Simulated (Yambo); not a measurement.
```
Ta2O5
1.0
    3.84141     0.00000     0.00000
    0.00000     3.86272     0.00000
   -1.81894     0.00000     6.52896
O Ta
5 2
Cartesian
  1.09136   1.93136   5.21226
  0.93111   1.93136   1.31670
 -0.85466   0.00000   5.68424
  2.87713   0.00000   0.84472
  1.01124   0.00000   3.26448
  1.05577   0.00000   5.16643
  0.96670   0.00000   1.36253
```

Ta2O5 (space group P2/m, No. 10): mean Im ε in 1 eV windows above the direct gap of 4.50 eV, for different electron-hole kernels (Yambo, broadening 0.15 eV, LDA (Quantum ESPRESSO, PseudoDojo norm-conserving, 84 Ry, scalar-relativistic) bands; 6×6×4 mesh, 14 valence and 7 conduction bands, static screening with 64 bands and a 3 Ry block, scissor 1.70 eV, Tamm-Dancoff; field along x).

```json
[
 {"window (eV)": "4.5 to 5.5", "independent quasiparticles": "1.1", "RPA (no attraction)": "1.0", "BSE": "2.6"},
 {"window (eV)": "5.5 to 6.5", "independent quasiparticles": "2.9", "RPA (no attraction)": "2.5", "BSE": "5.4"},
 {"window (eV)": "6.5 to 7.5", "independent quasiparticles": "4.6", "RPA (no attraction)": "4.0", "BSE": "5.2"},
 {"window (eV)": "7.5 to 8.5", "independent quasiparticles": "5.3", "RPA (no attraction)": "5.2", "BSE": "3.8"}
]
```

This run doesn't resolve bound excitons or single peaks, so only averages are given, and they too depend on the mesh; weight that the attraction moves below the gap isn't listed. All transitions below 8.95 eV are in the band window. The scissor comes from a G0W0 run whose convergence isn't established.

Without spin-orbit coupling, band edges of such heavy elements can be off by tenths of an eV.

Geometry of the Materials Project entry, not relaxed at this level.

The structure is a Materials Project entry; no match was found in the copy of COD used, and its stability was not checked.
